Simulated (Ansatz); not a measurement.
## Clamped-ion strain scan in Li

The calculation used DFT PBE, scalar-relativistic, plane waves, PAW in Ansatz 0.2.0. The runs took a 420 eV cutoff, a Γ-centred 20×20×20 mesh and Gaussian smearing (0.15 eV). No spin polarisation. Energies are free energies at this smearing, counted from the undisturbed cell; pressure is positive in compression.

The undisturbed cell (as given, not relaxed at this level; it stands at -0.7 GPa):

```xyz
1
Lattice="-1.7500 1.7500 1.7500 1.7500 -1.7500 1.7500 1.7500 1.7500 -1.7500" Properties=species:S:1:pos:R:3 pbc="T T T"
Li    0.0000    0.0000    0.0000
```

The cell is strained by ε times the Voigt pattern (1, 0, 0, 0, 0, 0) (xx, yy, zz, yz, xz, xy; engineering shear) with fractional coordinates fixed. The cell is metallic on the mesh throughout.

Over the sampled range (-0.0200 to 0.0200), is the undisturbed cell the lowest point?

No: the energy is lower at ε = -0.0200, -1.6 in ΔE (meV/atom).

Which end lies higher in energy, -0.0200 or +0.0200?

+0.0200: 2.2 against -1.6.

The scan:

| ε | ΔE (meV/atom) |
| --- | --- |
| -0.0200 | -1.6 |
| -0.0150 | -1.3 |
| -0.0100 | -0.9 |
| -0.0050 | -0.5 |
| 0.0000 | 0.0 |
| 0.0050 | 0.5 |
| 0.0100 | 1.0 |
| 0.0150 | 1.6 |
| 0.0175 | 1.9 |
| 0.0200 | 2.2 |